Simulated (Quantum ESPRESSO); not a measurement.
Parts of the isotropic shielding in Li4ClF3, by PBE GIPAW on JTH datasets (Quantum ESPRESSO, modified build), 25 Ha, k-mesh 4×4×4 shifted:

```yaml
crystal:
  lattice:
    - [4.43955, 0.00000, 0.00000]
    - [0.00000, 4.43955, 0.00000]
    - [0.00000, 0.00000, 4.43955]
  atoms:
    - { symbol: Li, position: [0.00000, 0.00000, 0.00000] }
    - { symbol: Cl, position: [0.50000, 0.00000, 0.00000] }
    - { symbol: Li, position: [0.00000, 0.50000, 0.50000] }
    - { symbol: F, position: [0.50000, 0.50000, 0.50000] }
    - { symbol: Li, position: [0.50000, 0.00000, 0.50000] }
    - { symbol: F, position: [0.00000, 0.00000, 0.50000] }
    - { symbol: Li, position: [0.50000, 0.50000, 0.00000] }
    - { symbol: F, position: [0.00000, 0.50000, 0.00000] }
```
The cell was made here from a computed Materials Project entry: one of 4 F replaced by Cl, cell and atoms relaxed (PBE without dispersion, pw.x of Quantum ESPRESSO, symmetry kept). The parent is LiF in Fm-3m. The swapped cell is a model, not a known phase. Stability against distortions was not tested.

The core term is that of the free atom's frozen core; the paramagnetic column sums the reconstruction terms. Shieldings are absolute and leave out the bulk-susceptibility term; a larger σ means a smaller chemical shift. By our sweeps, such settings leave a few ppm in absolute σ. No d partial waves on Cl: the paramagnetic term there is incompletely reconstructed.

```
site                   core  bare (smooth current)  diamagnetic correction  paramagnetic corrections  σ_iso (ppm)
-------------------  ------  ---------------------  ----------------------  ------------------------  -----------
Li1 (atoms 1, 5, 7)     0.0                   13.2                    69.4                         ?            ?
Cl (atom 2)          1050.8                   88.5                   -11.8                         ?            ?
Li2 (atom 3)            0.0                   14.7                    69.2                         ?            ?
F (atoms 4, 6, 8)     306.4                   94.0                    50.6                         ?            ?
```

Fill in the missing entries.


- Li1 (atoms 1, 5, 7), paramagnetic corrections: -1.6
- Li1 (atoms 1, 5, 7), σ_iso (ppm): 80.9
- Cl (atom 2), paramagnetic corrections: -179.1
- Cl (atom 2), σ_iso (ppm): 948.5
- Li2 (atom 3), paramagnetic corrections: -1.1
- Li2 (atom 3), σ_iso (ppm): 82.8
- F (atoms 4, 6, 8), paramagnetic corrections: -107.6
- F (atoms 4, 6, 8), σ_iso (ppm): 343.4
